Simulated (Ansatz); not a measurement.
# Structure relaxation, HfO2

The start is a generated cell, HfO2 placed in the AFLOW prototype A2B_oP12_62_2c_c (C25, as in HgCl2). Cell shape, volume and atoms are optimised at zero target pressure with r2SCAN (plane waves to 500 eV, PAW, scalar-relativistic; Ansatz, a quantum-chemistry and plane-wave program). The first steps use a 3×6×8 k-mesh.

Input geometry:
```
HfO2
1.0
    9.50732     0.00000     0.00000
    0.00000     4.45168     0.00000
    0.00000     0.00000     3.22883
Hf O
4 8
Direct
  0.37400   0.75000   0.94700
  0.87400   0.75000   0.55300
  0.62600   0.25000   0.05300
  0.12600   0.25000   0.44700
  0.23300   0.75000   0.62500
  0.73300   0.75000   0.87500
  0.76700   0.25000   0.37500
  0.26700   0.25000   0.12500
  0.00800   0.75000   0.22200
  0.50800   0.75000   0.27800
  0.99200   0.25000   0.77800
  0.49200   0.25000   0.72200
```

**Question.** By how much does the energy per atom fall from start to end?

**Answer.** About 2.1 eV/atom.

**Question.** How does the volume change?

**Answer.** -2.2 %, from 11.39 to 11.13 Å³/atom.

**Question.** How do the shortest distances between atoms change?

**Answer.** The closest pairs of elements (up to four, under 3.6 Å), start → end: Hf–O 1.66 → 2.07 Å; O–O 2.50 → 2.56 Å; Hf–Hf 3.23 → 3.42 Å.

**Question.** Is the relaxed structure metallic? Give its gap.

**Answer.** 4.37 eV, indirect (valence top at Γ, conduction bottom at k = (0, 0.25, 0)) (no spin-orbit coupling).

**Question.** Write out the relaxed structure.

**Answer.** 
Space group Pnma (No. 62); a = 10.2623 Å, b = 3.4216 Å, c = 3.8046 Å, α = 90.00°, β = 90.00°, γ = 90.00°

```
atom  site  symmetry       x       y       z
----  ----  --------  ------  ------  ------
Hf      4c       .m.  0.1186  0.2500  0.2503
O       4c       .m.  0.2150  0.7500  0.4156
O       4c       .m.  0.0265  0.2500  0.7601
```

The space group stays Pnma (No. 62) (the run could not lower it), with 12 atoms in the primitive cell. The start holds a very short contact (Hf–O 1.66 Å). No spin polarisation in the result.

The run could not lose the symmetry of its start.

The first start was generated by placing the elements on the sites of a structure type. Materials Project lists a structure of HfO2 in the same space group, Pnma (No. 62); the sites were not compared with it, nor with measured phases. Known forms of HfO2 include space group No. 14, 29, 137, 225.
